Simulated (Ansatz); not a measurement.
An Ansatz input:

```yaml
crystal:
  lattice:
    - [0.0, 2.6245551417, 2.6245551417]
    - [2.6245551417, 0.0, 2.6245551417]
    - [2.6245551417, 2.6245551417, 0.0]
  atoms:
    - { symbol: Cu, position: [0.125, 0.125, 0.125] }
    - { symbol: Cu, position: [0.875, 0.875, 0.875] }
hamiltonian:
  xc: r2scan
  pseudopotentials:
    kind: paw_fr
    azcp:
      Cu: "pseudopotentials/Cu.paw.azcp"
basis:
  ecutwfc: 500
  fft_grid_basis: typed
kpoints:
  mp_grid: { grid: [10, 10, 10], shift: [0, 0, 0] }
magnetization:
  noncollinear: true
  spin_orbit: true
scf:
  occupations: { method: fermi_dirac, width: 0.1 }
output:
  write_density: true
  write_potential: true
  elf: true
  volumetric_format: npy
```

Output

```
Engine: ansatz 0.2.0, x86_64-unknown-linux-gnu
Pseudopotentials: kind: paw_fr
Pseudopotential: Cu, paw_fr, valence charge 19, recommended cutoff 500 eV (meta_gga) 
Functional definition: r2SCAN
  parameter k0 = 0.174
  parameter k1 = 0.065
  parameter a1 = 4.9479
  exchange = r2scan_x(k0 = k0, k1 = k1, a1 = a1)
  correlation = r2scan_c
non-collinear run that drives no moment, with spin-orbit: no starting moment large enough to seed its density (crystal.atoms[].spin), no starting occupations that ask for one, no magnetisation constraint and no magnetic field, so the semilocal B_xc is pinned to zero
Crystal: 2 atoms, lattice volume = 36.157 Å³
Basis set: ecut = 500 eV, 941 PW (Γ), exchange–correlation on 120×120×120 points (64 copies of the dense FFT grid, shifted against one another)
Bands: 46, of which v1, the nominal top of the filled ones, is band 38 counted from 1 (37 counted from 0)
Symmetry: 48 space group operations + 48 with time reversal
Magnetic group: BNS 227.129 (UNI 1631), of the structure as read, at distance tolerance 3.3e-5 Å
k-points: 47 of 1000
Projection manifold: j_resolved (fully-relativistic pseudo-atomic orbitals)
Non-local potential: Cu, projectors of the file, l = 0: 3, l = 1: 4, l = 2: 6, l = 3: 2
PAW form: soft (Blöchl's): semilocal exchange-correlation on the pseudo side does not see the compensation charge
PAW frozen core: Cu, regenerated for the run's functional (the file was generated under x = pbe(κ = 0.804, μ = 0.2195149727645171), c = pbe(β = 0.06672455060314922))
PAW one-centre angular grid: Cu, 590 points (default); XC on 160 Gauss nodes
Initial density: superposition of atomic densities (chi_scale 0.1, normalization cell)
Initial wavefunctions: pseudopotential atomic-orbital guess
Functional: x = r2scan, c = r2scan; τ floored in thin density (d = 2e-4 eV/Å³)
SCF iter   1: F=—  HF=-13257.389509 eV  |F-HF|=—  |Δ(HF+E_count)|=         —  Δρ=1.28e-1  dr2=3.77e0  dr2_τ=9.39e-4  dr2_m=0.00e0 (ungated)  ethr=3.10e-3  |M|=0.00e0 ∫|m|=0.00e0 μB  |m|>n=0.0e0 m-floor=0.0e0 τ_xc=0.0e0  β_m=0.30  ⟨swp⟩=9.0  Hψ=5368  notcnv=0  defer=12
SCF iter   2: F=—  HF=-13256.894355 eV  |F-HF|=—  |Δ(HF+E_count)|=   4.95e-1  Δρ=2.24e-2  dr2=1.64e-1  dr2_τ=8.32e-3  dr2_m=0.00e0 (ungated)  ethr=3.10e-3  |M|=0.00e0 ∫|m|=0.00e0 μB  |m|>n=0.0e0 m-floor=0.0e0 τ_xc=0.0e0  β_m=0.32  ⟨swp⟩=2.0  Hψ=1907  notcnv=0  defer=74
SCF iter   3: F=—  HF=-13256.878083 eV  |F-HF|=—  |Δ(HF+E_count)|=   1.63e-2  Δρ=2.19e-2  dr2=1.45e-1  dr2_τ=2.47e-4  dr2_m=0.00e0 (ungated)  ethr=4.31e-4  |M|=0.00e0 ∫|m|=0.00e0 μB  |m|>n=0.0e0 m-floor=0.0e0 τ_xc=0.0e0  β_m=0.51  ⟨swp⟩=2.8  Hψ=1837  notcnv=0  defer=78
SCF iter   4: F=—  HF=-13256.849912 eV  |F-HF|=—  |Δ(HF+E_count)|=   2.82e-2  Δρ=1.03e-2  dr2=1.81e-2  dr2_τ=1.38e-5  dr2_m=0.00e0 (ungated)  ethr=3.81e-4  |M|=0.00e0 ∫|m|=0.00e0 μB  |m|>n=0.0e0 m-floor=0.0e0 τ_xc=0.0e0  β_m=0.75  ⟨swp⟩=2.0  Hψ=1708  notcnv=0  defer=78
SCF iter   5: F=—  HF=-13256.854016 eV  |F-HF|=—  |Δ(HF+E_count)|=   4.10e-3  Δρ=1.05e-3  dr2=2.52e-4  dr2_τ=2.30e-6  dr2_m=0.00e0 (ungated)  ethr=4.77e-5  |M|=0.00e0 ∫|m|=0.00e0 μB  |m|>n=0.0e0 m-floor=0.0e0 τ_xc=0.0e0  β_m=0.81  ⟨swp⟩=2.0  Hψ=1848  notcnv=0  defer=80
SCF iter   6: F=—  HF=-13256.854278 eV  |F-HF|=—  |Δ(HF+E_count)|=   2.62e-4  Δρ=1.10e-3  dr2=2.69e-4  dr2_τ=2.93e-7  dr2_m=0.00e0 (ungated)  ethr=6.63e-7  |M|=0.00e0 ∫|m|=0.00e0 μB  |m|>n=0.0e0 m-floor=0.0e0 τ_xc=0.0e0  β_m=0.83  ⟨swp⟩=2.2  Hψ=1764  notcnv=0  defer=80
SCF iter   7: F=—  HF=-13256.854244 eV  |F-HF|=—  |Δ(HF+E_count)|=   3.40e-5  Δρ=1.44e-4  dr2=4.46e-6  dr2_τ=8.67e-9  dr2_m=0.00e0 (ungated)  ethr=6.63e-7  |M|=0.00e0 ∫|m|=0.00e0 μB  |m|>n=0.0e0 m-floor=0.0e0 τ_xc=0.0e0  β_m=0.92  ⟨swp⟩=2.0  Hψ=1472  notcnv=0  defer=80
SCF iter   8: F=—  HF=-13256.854243 eV  |F-HF|=—  |Δ(HF+E_count)|=   1.12e-6  Δρ=1.68e-6  dr2=6.06e-10  dr2_τ=2.02e-11  dr2_m=0.00e0 (ungated)  ethr=2.63e-10  |M|=0.00e0 ∫|m|=0.00e0 μB  |m|>n=0.0e0 m-floor=0.0e0 τ_xc=0.0e0  β_m=0.96  ⟨swp⟩=6.2  Hψ=3809  notcnv=0
SCF iter   9: F=-13256.854243 eV  HF=-13256.854243 eV  |F-HF|=1.82e-11  |Δ(HF+E_count)|=   1.00e-9  Δρ=2.46e-7  dr2=1.35e-11  dr2_τ=1.38e-13  dr2_m=0.00e0 (ungated)  ethr=1.59e-12  |M|=0.00e0 ∫|m|=0.00e0 μB  |m|>n=0.0e0 m-floor=0.0e0 τ_xc=0.0e0  ⟨swp⟩=1.0  Hψ=2924  notcnv=0
SCF 1 converged in 9 iterations: F = -13256.854243 eV  dr2 = 1.35e-11
SCF converged after 9 iterations
Magnetization: |M| = 0.0000 μB,  M = (+0.0000, +0.0000, +0.0000) μB
Absolute magnetization: 0.0000 μB (∫|m|)
  site 0: m = (+0.0000, +0.0000, +0.0000) μB, |m| = 0.0000 μB  (R = 0.94 Å)
  site 1: m = (+0.0000, +0.0000, +0.0000) μB, |m| = 0.0000 μB  (R = 0.94 Å)
Free energy (F): -13256.854243 eV
Harris-Foulkes:  -13256.854243 eV  (|F-HF|=1.82e-11)
Internal energy: -13256.831315 eV  (E = F + TS)
E sigma→0 (E₀):  -13256.842779 eV
Entropy (-TS):   -0.022927 eV (-11.464 meV/atom)
Fermi energy:    9.141295 eV
--- Per-component energies (eV) ---
  E_band       = -1037.257689
  E_kinetic    = 599.434471
  E_local      = -10377.366077  (includes V_loc(G=0)·N_el)
  E_nonlocal   = 797.679379
  E_hartree    = 4582.628057
  E_xc         = -163.976033
  E_vxc        = -244.169498  (∫ρ·V_xc dr)
  E_paw        = -3360.002381  (= ΣΔE_a)
  E_vpaw       = -995.881162  (= ΣTr[D̂ρ^β])
  E_aug_tail   = 0.000289  (compensation charges beyond the density's cutoff)
  E_vtau       = 17.788545  (kinetic-family band-sum trace: ∫τ·v_τ [+ j·A + Jᵃ·Aᵃ] dr)
  E_ewald      = -5334.626256
  E_core_change = -0.602765  (= ΣΔE_core)
  E_smearing   = -0.022927  (= −TS)
  E_closure    = 0.000000  (closes the sum)
  Σ components = -13256.854243   (vs F -13256.854243, Δ=0.00e0)
--- Band table (eV; the first three rows and the last of 47) ---
  k-point 0: bands = ["-106.8967", "-106.8967", "-106.8499", "-106.8499", "-64.5181", "-64.5181", "-64.4128", "-64.4128", "-61.9443", "-61.9443", "-61.9443", "-61.9443", "-61.8253", "-61.8253", "-61.8253", "-61.8253", "2.3399", "2.3399", "5.7641", "5.7641", "5.7641", "5.7641", "5.8075", "5.8075", "5.8075", "5.8075", "5.9116", "5.9116", "7.0182", "7.0182", "7.0182", "7.0182", "7.1591", "7.1591", "7.7536", "7.7536", "7.7536", "7.7536", "19.4478", "19.4478", "19.6658", "19.6658", "19.6658", "19.6658", "20.3761", "20.3761"]
  k-point 1: bands = ["-106.8958", "-106.8958", "-106.8507", "-106.8507", "-64.5163", "-64.5163", "-64.4149", "-64.4149", "-61.9454", "-61.9454", "-61.9414", "-61.9414", "-61.8281", "-61.8281", "-61.8243", "-61.8243", "2.5089", "2.5089", "5.6930", "5.6930", "5.7223", "5.7223", "5.8059", "5.8059", "5.9022", "5.9022", "5.9925", "5.9925", "6.9847", "6.9847", "7.0166", "7.0166", "7.1416", "7.1416", "7.7550", "7.7550", "7.7574", "7.7574", "17.2645", "17.2645", "18.7631", "18.7631", "18.8882", "18.8882", "21.1648", "21.1648"]
  k-point 2: bands = ["-106.8934", "-106.8934", "-106.8531", "-106.8531", "-64.5112", "-64.5112", "-64.4206", "-64.4206", "-61.9482", "-61.9482", "-61.9331", "-61.9331", "-61.8361", "-61.8361", "-61.8216", "-61.8216", "3.0014", "3.0014", "5.6520", "5.6520", "5.6892", "5.6892", "5.8228", "5.8228", "5.9924", "5.9924", "6.1007", "6.1007", "6.9005", "6.9005", "7.0313", "7.0313", "7.1196", "7.1196", "7.7540", "7.7540", "7.7595", "7.7595", "14.5142", "14.5142", "17.8751", "17.8751", "18.0021", "18.0021", "21.0396", "21.0396"]
  k-point 46: bands = ["-106.8732", "-106.8732", "-106.8732", "-106.8732", "-64.4679", "-64.4679", "-64.4666", "-64.4666", "-61.9497", "-61.9497", "-61.8945", "-61.8945", "-61.8738", "-61.8738", "-61.8200", "-61.8200", "5.4639", "5.4639", "5.5041", "5.5041", "5.8682", "5.8682", "5.9385", "5.9385", "6.3389", "6.3389", "6.4962", "6.4962", "6.7026", "6.7026", "6.7301", "6.7301", "7.8691", "7.8691", "7.9328", "7.9328", "9.7285", "9.7285", "9.7301", "9.7301", "11.5046", "11.5046", "11.5300", "11.5300", "21.0207", "21.0207"]
```

Command:

```sh
ansatz run input.yaml --threads 1 --pin off --max-ram 3584MiB --backend cpu --events-out ev --progress --plain --runs-dir out
```

On 1 thread of Intel(R) Xeon(R) Platinum 8259CL CPU @ 2.50GHz (Skylake/Cascade Lake) (shared host) this took about 53 s of wall time and 52 s of CPU time.
